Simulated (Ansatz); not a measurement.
Data:

SiMo:
```cif
data_MoSi
_chemical_formula_sum 'Mo1 Si1'
_space_group_name_H-M_alt 'P 1'
_space_group_IT_number 1
_cell_length_a 3.04646
_cell_length_b 3.04646
_cell_length_c 3.04646
_cell_angle_alpha 90.000
_cell_angle_beta 90.000
_cell_angle_gamma 90.000
loop_
_space_group_symop_operation_xyz
  'x, y, z'
loop_
_atom_site_label
_atom_site_type_symbol
_atom_site_fract_x
_atom_site_fract_y
_atom_site_fract_z
_atom_site_occupancy
Mo1 Mo 0.00000 0.00000 0.00000 1
Si1 Si 0.50000 0.50000 0.50000 1
```

This is the PBE-relaxed structure.

Task: All from PBE (plane waves, PAW; program Ansatz), unless another level is named. Estimate the electronic character.

Result: metallic (no gap).

Task: And the formation energy from the elements (no fitted shifts)?

Result: -0.100 eV/atom.

Task: Next, the density of states at the Fermi level?

Result: 1.5 states/eV per atom (mean over ±0.08 eV).

Space group Pm-3m (CsCl type). A made-up cell: these elements were put on the sites of a structure type; neither database checked (COD, Materials Project) lists it. Its standing as an ambient phase is unchecked. Symmetry was held in the PBE relaxation; its stability against distortions is not shown here. No spin polarisation was allowed. The references are the lowest solids computed at this level, not always the standard phases. Spin–orbit coupling is left out wherever it is not named.

Potentials: the later of the program's two PAW sets.
